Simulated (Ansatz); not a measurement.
Input and command of a plane-wave DFT calculation in Ansatz:

```yaml
crystal:
  lattice:
    - [6.7580001391, 0.0, 0.0]
    - [-3.3790000695, 5.8525997992, 0.0]
    - [0.0, 0.0, 3.851708]
  atoms:
    - { symbol: Tl, position: [0.0, 0.5, 0.0] }
    - { symbol: Tl, position: [0.5, 0.0, 0.0] }
    - { symbol: Tl, position: [0.5, 0.5, 0.0] }
    - { symbol: Pt, position: [0.0, 0.0, 0.0] }
    - { symbol: Pt, position: [0.66666667, 0.33333333, 0.5] }
    - { symbol: Pt, position: [0.33333333, 0.66666667, 0.5] }
basis:
  ecutwfc: 420
kpoints:
  mp_grid: { grid: [3, 3, 6] }
hamiltonian:
  xc: pbe
scf:
  occupations: { method: gaussian, width: 0.1 }
output:
  forces: true
  stress: true
  eigenvalues: true
```

```bash
ansatz run input.yaml --threads 2 --pin off --max-ram 5120MiB --backend cpu --events-out ev --progress --plain --runs-dir out
```

Processor: Arm Neoverse N1, 2 threads, on a host shared with other jobs.

**Question.** Estimate time, memory and problem size.

**Answer.** About 4.5 s on 2 threads of Arm Neoverse N1, with other jobs on the host, peak memory 0.45 GiB. It solves 56 bands at 12 k points (the mesh reduced by the symmetry that the task leaves, which can be less than the crystal's) with about 2989 plane waves, in 7 SCF iterations.
